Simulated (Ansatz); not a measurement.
Re3W in space group I4/mmm (No. 139; Re on 4d, Re on 2b, W on 2a) at seven volumes, r²SCAN in the plane-wave PAW code Ansatz, shape and atoms relaxed at each. One row is withheld.

```
V (Å³/atom)  P (GPa)
-----------  -------
13.718         41.88
14.171         25.67
14.623         11.83
15.075          0.00
15.527        -10.10
15.980        -18.71
16.432             ?
```

Q: Fit the shown pressures and predict the withheld one.

A: Third-order Birch–Murnaghan: P = (3/2)B₀(x^(7/2) − x^(5/2))[1 + (3/4)(B′ − 4)(x − 1)] with x = (V₀/V)^(2/3). Least squares on the six rows gives V₀ = 15.076 Å³/atom, B₀ = 363.6 GPa, B′ = 4.22. At V = 16.432, x = 0.9442 and P = -26.12 GPa. The run itself gave -26.03 GPa.

The first step of the workflow began from a Materials Project structure, measured or hypothetical; the Crystallography Open Database copy checked does not list it. Whether it is the stable phase at ambient conditions was not checked. Symmetry was held in the r²SCAN relaxation; whether a distortion lowers the energy is not shown. The run is not spin-polarised. Scalar-relativistic: spin–orbit coupling is off unless named, which matters more the heavier the elements.

Potentials: the later of the program's two PAW sets.
